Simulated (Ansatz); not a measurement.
LuHg:
```
CELL_PARAMETERS angstrom
      3.61713     0.00000     0.00000
      0.00000     3.61713     0.00000
      0.00000     0.00000     3.61713
ATOMIC_POSITIONS crystal
  Lu 0.50000 0.50000 0.50000
  Hg 0.00000 0.00000 0.00000
```

Relaxed with r²SCAN.

### Question
Which orbitals make up the states near the Fermi level in DFT-r²SCAN in the program Ansatz with PAW potentials?

### Answer
Within 0.5 eV of the Fermi level: Lu 5d 79 %, outside the projected shells 14 %. Projections are on Löwdin-orthogonalised atomic valence shells; empty p or d shells of many metals are not among them.

### Question
Tabulate the density of states.

### Answer
States/eV per cell of 2 atoms, in 0.25 eV bins, energy from the Fermi level.

```tsv
E (eV)	total	Lu 4f	Lu 5d	Hg 5d
-7.85	12.33	0.10	0.23	11.82
-7.60	3.02	0.01	0.07	2.73
-7.35	2.15	0.01	0.04	1.89
-7.10	0.37	0.01	0.04	0.09
-6.85	0.41	0.01	0.05	0.07
-6.60	0.47	0.03	0.06	0.07
-6.35	0.60	0.09	0.09	0.07
-6.10	1.16	0.50	0.13	0.08
-5.85	54.75	53.96	0.15	0.26
-5.60	1.65	0.87	0.16	0.12
-5.35	1.09	0.19	0.25	0.11
-5.10	0.78	0.05	0.27	0.08
-4.85	0.58	0.02	0.23	0.05
-4.60	0.30	0.01	0.13	0.02
-4.35	0.24	0.01	0.11	0.01
-4.10	0.22	0.00	0.10	0.01
-3.85	0.22	0.00	0.10	0.01
-3.60	0.24	0.00	0.10	0.01
-3.35	0.28	0.00	0.12	0.01
-3.10	0.32	0.00	0.13	0.01
-2.85	0.38	0.00	0.16	0.02
-2.60	0.46	0.00	0.20	0.02
-2.35	0.56	0.00	0.25	0.02
-2.10	0.96	0.00	0.54	0.03
-1.85	1.46	0.00	0.88	0.04
-1.60	1.37	0.00	0.79	0.04
-1.35	0.97	0.00	0.59	0.03
-1.10	0.94	0.00	0.55	0.02
-0.85	0.97	0.00	0.56	0.02
-0.60	0.99	0.00	0.61	0.02
-0.35	0.97	0.00	0.64	0.03
-0.10	1.04	0.00	0.74	0.03
0.15	1.18	0.00	0.91	0.04
0.40	2.37	0.00	2.11	0.06
0.65	0.56	0.00	0.47	0.02
0.90	0.74	0.00	0.53	0.02
1.15	2.13	0.00	1.66	0.04
1.40	2.78	0.00	2.16	0.05
1.65	1.91	0.00	1.40	0.04
1.90	1.97	0.00	1.49	0.03
2.15	1.72	0.00	1.31	0.02
2.40	1.36	0.00	0.98	0.02
2.65	1.37	0.00	0.88	0.03
2.90	0.95	0.00	0.67	0.02
3.15	1.38	0.00	1.04	0.03
3.40	1.78	0.00	1.43	0.05
3.65	2.41	0.00	2.04	0.07
3.90	1.75	0.00	1.38	0.03
4.15	1.46	0.00	1.09	0.02
4.40	1.13	0.00	0.66	0.01
4.65	0.94	0.00	0.47	0.01
```

Space group Pm-3m (CsCl type). The workflow started from a Materials Project entry (that database holds measured and hypothetical structures alike); the Crystallography Open Database files this formula in space group No. 221, but the cells were not matched. Its standing as an ambient phase is unchecked. The cell was relaxed with r²SCAN under the symmetry of its start; its stability against distortions is not shown here. Scalar-relativistic: spin–orbit coupling is off unless named, which matters more the heavier the elements.

Potentials: the later of the program's two PAW sets.
